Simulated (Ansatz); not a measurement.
Ge:
Space group P6₃/mmc (No. 194); a = b = 3.959 Å, c = 6.532 Å, α = β = 90.00°, γ = 120.00°

```
atom  site  symmetry       x       y       z
----  ----  --------  ------  ------  ------
Ge      4f       3m.  0.6667  0.3333  0.0629
```

Relaxed at zero pressure with plane-wave PAW LDA (Ansatz code).

The volume is lowered by 6 % and shape and atoms relax at that volume. What pressure results, and how do the axes share the change?

5.2 GPa; a -2.1 %, b -2.1 %, c -2.0 %; the energy rises by 20 meV/atom.

Give the new structure.


Space group P6₃/mmc (No. 194); a = b = 3.876 Å, c = 6.404 Å, α = β = 90.00°, γ = 120.00°

| atom | site | symmetry | x | y | z |
|---|---|---|---|---|---|
| Ge | 4f | 3m. | 0.6667 | 0.3333 | 0.0631 |

The phase is kept; no other phase was compared at this pressure.

Space group P6_3/mmc. The first step of the workflow began from a Materials Project structure, measured or hypothetical; the Crystallography Open Database copy checked does not list it. It is not the phase usual at ambient conditions (space group No. 227). The cell was relaxed with LDA under the symmetry of its start; its stability against distortions is not shown here.

Potentials: the later of the program's two PAW sets.
